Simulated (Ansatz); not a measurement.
All numbers below come from Ansatz, DFT PBE, scalar-relativistic, plane waves, PAW. All cells share a 420 eV cutoff and Γ-centred k meshes spaced at most about 0.3 Å⁻¹ (about 0.25 or finer for metals, 2π included). No spin polarisation in the final relaxations.

Each of these unrelaxed guesses is relaxed in cell and atoms within its symmetry. A guess keeps its type if space group and coordination stay and the shape of the cell changes little (axis ratios within about 15 %, angles within 6°); the volume may change.

1. Ge2Bi2S

```
CELL_PARAMETERS angstrom
4.84247 0.00000 0.00000
0.00000 4.84247 0.00000
0.00000 0.00000 5.06456
ATOMIC_POSITIONS crystal
Ge 0.50000 0.00000 0.50000
Ge 0.00000 0.50000 0.50000
Bi 0.50000 0.50000 0.00000
Bi 0.00000 0.00000 0.50000
S 0.00000 0.00000 0.00000
```

2. CaZr2N3

```
CELL_PARAMETERS angstrom
2.45553 1.41770 3.99018
-2.45553 1.41770 3.99018
0.00000 -2.83540 3.99018
ATOMIC_POSITIONS crystal
Ca 0.00000 0.00000 0.00000
Zr 0.61708 0.61708 0.61708
Zr 0.38292 0.38292 0.38292
N 0.50000 0.00000 0.00000
N 0.00000 0.50000 0.00000
N 0.00000 0.00000 0.50000
```

Task: Which guesses survive the relaxation?

Result: Guess 1 keeps its type.

```csv
guess,kept,start group,end group,V start (Å³/atom),V end,"b/a and c/a, end over start",nearest neighbours start,nearest neighbours end
1,yes,P4/mmm,P4/mmm,23.8,31.8,"1.00, 0.89","Bi 6/12, Ge 2, S 2","Bi 6/12, Ge 2, S 2"
2,no,R-3m,R-3m,13.9,18.1,"1.00, 0.71","Ca 6, N 6, Zr 16","Ca 6, N 2, Zr 3"
```

Neighbours count within 15 % of an atom's shortest distance; end groups are read at 0.02 Å (0.05 Å in metals).

These runs have no spin–orbit coupling, which can matter for Bi. A magnetic state wasn't ruled out in cells without spin, among them CaZr2N3 R-3m. Cells relaxed within their symmetry can be saddle points.

In counts of neighbours, a slash parts the counts of unlike sites.
